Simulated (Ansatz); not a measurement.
ZrTa (rock salt, Fm-3m) at seven volumes, PBEsol (plane waves, PAW; program Ansatz), scaled uniformly. One row is withheld.

| V (Å³/atom) | P (GPa) |
|---|---|
| 19.708 | 11.92 |
| 20.357 | ? |
| 21.007 | 3.36 |
| 21.657 | 0.00 |
| 22.306 | -2.91 |
| 22.956 | -5.43 |
| 23.606 | -7.63 |

### Question
Fit the shown pressures and predict the withheld one.

### Answer
Third-order Birch–Murnaghan: P = (3/2)B₀(x^(7/2) − x^(5/2))[1 + (3/4)(B′ − 4)(x − 1)] with x = (V₀/V)^(2/3). Least squares on the six rows gives V₀ = 21.656 Å³/atom, B₀ = 104.8 GPa, B′ = 3.98. At V = 20.357, x = 1.0421 and P = 7.33 GPa. The run itself gave 7.30 GPa.

The start of the workflow was typed in or built on a structure type; neither database checked (COD, Materials Project) lists it. Whether it is the stable phase at ambient conditions was not checked. The cell was relaxed with PBEsol under the symmetry of its start. At this level the phase is mechanically unstable. The run is not spin-polarised. Its formation energy is positive at this level, so the cell may be metastable or incomplete. Spin–orbit coupling is left out wherever it is not named.

Potentials: the earlier of the program's two PAW sets. The files were generated under PBE; for other functionals the program regenerates the frozen cores, and for LDA and PBEsol the local potential too.
